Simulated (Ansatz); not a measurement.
NaHF2:
```
CELL_PARAMETERS angstrom
      1.70819     0.98622     4.56611
     -1.70819     0.98622     4.56611
      0.00000    -1.97245     4.56611
ATOMIC_POSITIONS crystal
  Na 0.00000 0.00000 0.00000
  H  0.50000 0.50000 0.50000
  F  0.58282 0.58282 0.58282
  F  0.41718 0.41718 0.41718
```

Relaxed with r²SCAN+D4. Special points in fractions of this cell's reciprocal vectors: Γ (0.000, 0.000, 0.000); T (0.500, 0.500, 0.500); H2 (0.802, 0.198, 0.500); H0 (0.500, -0.198, 0.198); L (0.500, 0.000, 0.000); S0 (0.349, -0.349, 0.000); S2 (0.651, 0.000, 0.349); F (0.500, 0.000, 0.500).

Question: List the band energies nearest the valence-band maximum at these points for the program Ansatz at the r²SCAN+D4 level (PAW).

Answer: In eV from the valence-band maximum; about four levels below and three above (degenerate sets whole), none deeper than 8.9 eV; … stands for higher levels left out; points with the same levels are listed once.

| k | below | above |
|---|---|---|
| Γ | -0.51 -0.51 -0.24 -0.24 -0.08 | 7.84 14.38 … |
| T | -0.73 -0.73 0.00 0.00 | 9.49 11.02 … |
| H2 | -1.16 -0.84 -0.33 -0.28 | 13.34 13.70 … |
| L | -0.68 -0.55 -0.33 -0.28 | 12.17 12.80 … |
| S0 | -1.22 -0.64 -0.52 -0.21 | 13.46 13.52 … |
| F | -0.86 -0.84 -0.47 -0.13 | 12.92 13.30 … |

Space group R-3m. The first step of the workflow began from a Materials Project structure, measured or hypothetical; the Crystallography Open Database files this formula in space group No. 166, but the cells were not matched. Whether it is the stable phase at ambient conditions was not checked. The r²SCAN+D4 relaxation kept the symmetry of its start; its stability against distortions is not shown here.

Potentials: the later of the program's two PAW sets.
